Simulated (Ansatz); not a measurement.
**Is this Pr₄O structure a true minimum?**

It was reached by relaxing an invented guess, and it needn't be the stable form of this composition.

Computed with Ansatz 0.2.0, DFT PBE, scalar-relativistic, plane waves, PAW, and for the lanthanide a 4f-in-core norm-conserving potential. Plane waves to 660 eV, a k mesh through Γ of 8×8×8 on the computed 5-atom cell and Gaussian smearing (0.10 eV); no spin polarisation.

The cell below (5 atoms, space group Pm-3m (No. 221)) is relaxed within its symmetry.

```
Pr O
1.0
     5.17683    0.00000    0.00000
     0.00000    5.17683    0.00000
     0.00000    0.00000    5.17683
Pr O
4 1
Cartesian
  0.0000 2.5884 2.5884
  2.5884 2.5884 0.0000
  2.5884 0.0000 2.5884
  0.0000 0.0000 0.0000
  2.5884 2.5884 2.5884
```

For the test a repeat of it with 10 atoms (edges 5.18, 5.18, 10.35 Å) was strained at random (σ = 1.5 % a component), the atoms were moved at random (σ = 0.05 Å), and all was relaxed again on a coarse 4×4×2 mesh (in the run’s order of axes) with 0.20 eV smearing, with no symmetry imposed.

Q: What happens?

A: It returns, within 1 meV/atom of the unmoved cell on that mesh and with the same symmetry when read at 0.1 Å. No instability shows in this cell; modes of other wave vectors, which need another repeat, aren't tested.

The lanthanide is trivalent by construction, without f bands, f moments or other valences.
